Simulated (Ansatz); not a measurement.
Relaxed-ion elastic tensor of Be₅Au in space group F-43m (No. 216; Be on 16e, Be on 4c, Au on 4a) in GPa (Voigt order), DFT-LDA in the program Ansatz with PAW potentials; density 7.41 g/cm³, 9.04 Å³ per atom.

```
 348  59.1  59.1   0.0   0.0   0.0
59.1   348  59.1   0.0   0.0   0.0
59.1  59.1   348   0.0   0.0   0.0
 0.0   0.0   0.0   125   0.0   0.0
 0.0   0.0   0.0   0.0   125   0.0
 0.0   0.0   0.0   0.0   0.0   125
```

Task: Is the crystal mechanically stable?

Result: Yes: the smallest eigenvalue of C is 125 GPa.

Task: Work out the Voigt, Reuss and Hill averages.

Result: K_V = 155, K_R = 155, K_H = 155; G_V = 133, G_R = 132, G_H = 132 GPa.

Task: Give Young's modulus, Poisson's ratio, Pugh's ratio and the universal anisotropy index.

Result: E = 9KG/(3K + G) = 309 GPa; ν = 0.17; K/G = 1.17 (brittle by the Pugh limit of 1.75); A_U = 5G_V/G_R + K_V/K_R − 6 = 0.03.

Task: Estimate the sound speeds and the Debye temperature.

Result: v_l = √((K + 4G/3)/ρ) = 6700 m/s, v_t = √(G/ρ) = 4230 m/s, mean 4650 m/s; Θ = (h/k)(3n/4πV)^(1/3) v_m = 665 K.

Task: Give the Zener ratio and Young's modulus along [100], [110] and [111].

Result: A = 2C44/(C11 − C12) = 0.86; 1/E = S11 − 2(S11 − S12 − S44/2)Γ with Γ = 0, 1/4, 1/3 gives 331, 304, 296 GPa.

Task: Solve the Christoffel equation for the three sound speeds along [100], [110], [111].

Result: Eigenvalues of C_ijkl n_j n_l equal ρv². In km/s, slowest first: [100] 4.11, 4.11, 6.86; [110] 4.11, 4.42, 6.66; [111] 4.32, 4.32, 6.59.

The first step of the workflow began from a Materials Project structure, measured or hypothetical; the Crystallography Open Database files this formula in space group No. 216, but the cells were not matched. Whether it is the stable phase at ambient conditions was not checked. The LDA relaxation kept the symmetry of its start; whether a distortion lowers the energy is not shown. As this level gives no gap, shear constants depend on the k-mesh and smearing (Fermi–Dirac, 0.1 eV here). Scalar-relativistic: spin–orbit coupling is off unless named, which matters more the heavier the elements.

Potentials: the later of the program's two PAW sets.
